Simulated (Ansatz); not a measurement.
Level of theory: Ansatz, DFT LDA, scalar-relativistic, plane waves, PAW. Cutoff 420 eV, Γ-centred k meshes of 216 to 2352 points, fixed occupations in insulators, in metals Fermi–Dirac smearing of 0.15 eV (Gaussian, 0.2 eV, where magnetic), no spin polarisation. Some cells are trial structures made by swapping elements. Values of metals depend on mesh and smearing. Spin–orbit coupling is left out. Each crystal stands at its own equilibrium volume, in the symmetry named.

Q: Order these crystals by the Debye temperature from the elastic constants, lowest first.
A. Na3TeBr (Pm-3m, 5 atoms in the cell, 35.0 Å³/atom, Te next to 6 Na)
B. TaRu (P4/mmm, 2 atoms in the cell, 15.2 Å³/atom, Ta next to 8 Ru and 4 Ta)
C. SrCl2 (Fm-3m, 3 atoms in the cell, 26.1 Å³/atom, Sr next to 8 Cl)

A: A (160 K), C (252 K), B (307 K).